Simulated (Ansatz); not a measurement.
# HClF2: computed properties

Theory: DFT PBE+D3(BJ), scalar-relativistic, plane waves, PAW (Ansatz 0.2.0).

Settings: cutoff 420 eV, Γ-centred mesh 12×12×12 on the computed 4-atom cell, Gaussian smearing of 0.10 eV; collinear spin from starting moments 0.4 0.0 0.0 0.0 μB.

The structure is relaxed at this level of theory with its symmetry kept, and needn't be the ground state of this composition.

Space group P4/mmm (No. 123), tetragonal, a = 4.196 Å, c = 3.690 Å. H is surrounded by 4 F at 2.10 Å (long contacts); around Cl lie 4 F at 2.10 Å; F has 2 H at 2.10 Å and 2 Cl at 2.10 Å.

* Volume per atom: 109.6 bohr³
* Kohn–Sham band gap: none (metal)
* Density of states at the Fermi level: 1.3 states/eV per cell
* Orbital (Löwdin) character within 0.5 eV of the Fermi level: Cl 3p 38 %, F 2p 30 %, H 1s 29 %
* Bader charge by site (e): H (1 in the cell) 0.38, Cl (1 in the cell) 0.48, F (2 in the cell) -0.43
* Total moment: 0.41 μB per cell
* Moment by site (μB): H1 0.36

Only this magnetic start was tried.

Another cell of HClF2 relaxed alike, in P6/mmm, lies 1.01 eV/atom lower, so this cell isn't the stable form at this level.

The cell was found from a structure generator's guess, not taken from experiment. Löwdin shares on free-atom orbitals overweight diffuse shells.
